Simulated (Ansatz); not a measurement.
HfO$_{2}$ (tetragonal-ZrO2 type, space group P4_2/nmc)

```
CELL_PARAMETERS angstrom
      3.56753     0.00000     0.00000
      0.00000     3.56753     0.00000
      0.00000     0.00000     5.16669
ATOMIC_POSITIONS crystal
  Hf 0.00000 0.00000 0.00000
  Hf 0.50000 0.50000 0.50000
  O  0.00000 0.50000 0.20010
  O  0.00000 0.50000 0.70010
  O  0.50000 0.00000 0.29990
  O  0.50000 0.00000 0.79990
```

The slice is a (001) plane (indices of the conventional cell) through the point (0.000, 0.000, 0.000) (fractional), spanned by u = [100] and v = [010] in vectors of this cell: u (3.57 Å) and v (3.57 Å, at 90° to u). It covers one period; positions are fractions (u, v).

All values below come from PBEsol (plane waves to 420 eV, PAW, scalar-relativistic; Ansatz, a quantum-chemistry and plane-wave program). k mesh 9×9×7. Near the nuclei the fields are pseudised (PAW); where an atom keeps semicore shells as valence, they peak there. HfO2 is run without spin polarisation. HfO2 was relaxed with its symmetry unable to fall. Spin-orbit coupling is left out, though Hf is heavy. The PAW data are Ansatz's earlier set. This is a high-temperature form of HfO2.

Three fields on this plane, each scaled to ten steps between its own extremes (0 low, 9 high; the total valence density on a logarithmic scale, the potential cut 8 eV below its top; x marks points blanked near nuclei; v = 0 in the bottom row):

Map A
```
|xxxxx23578987532xxxx|
|xxxxx23467876432xxxx|
|xxxxx12345654321xxxx|
|xxxx1112344432111xxx|
|x2211111222221111122|
|33321111111111111233|
|55432110000000112345|
|77643210000000123467|
|98754210000000124578|
|99864210000000124689|
|98754210000000124578|
|77643210000000123467|
|55432110000000112345|
|33321111111111111233|
|x2211111222221111122|
|xxxx1112344432111xxx|
|xxxxx12345654321xxxx|
|xxxxx23467876432xxxx|
|xxxxx23578987532xxxx|
|xxxxxx357999753xxxxx|
```

Map B
```
|xxxxx00057775000xxxx|
|xxxxx00157875100xxxx|
|xxxxx00367876300xxxx|
|xxxx0014788874100xxx|
|x0000036789876300000|
|00001357899987531000|
|00134678999998764310|
|45567789999999877655|
|67778899999999988777|
|77888999999999998887|
|67778899999999988777|
|45567789999999877655|
|00134678999998764310|
|00001357899987531000|
|x0000036789876300000|
|xxxx0014788874100xxx|
|xxxxx00367876300xxxx|
|xxxxx00157875100xxxx|
|xxxxx00057775000xxxx|
|xxxxxx004676400xxxxx|
```

Map C
```
|xxxxx97666766679xxxx|
|xxxxx97666666679xxxx|
|xxxxx76555555567xxxx|
|xxxx8654444444568xxx|
|x9976443333333446799|
|87765432222222345677|
|76654322111112234566|
|76654321100011234566|
|76654321000001234566|
|77654321000001234567|
|76654321000001234566|
|76654321100011234566|
|76654322111112234566|
|87765432222222345677|
|x9976443333333446799|
|xxxx8654444444568xxx|
|xxxxx76555555567xxxx|
|xxxxx97666666679xxxx|
|xxxxx97666766679xxxx|
|xxxxxx877777778xxxxx|
```

Task: Assign the maps to these fields: density of the highest valence band (whole band, smooth part); valence electron density; electrostatic potential energy of an electron, from the cell's mean.

Result: A is the density of the highest valence band (whole band, smooth part); B is the electrostatic potential energy of an electron, from the cell's mean; C is the valence electron density.
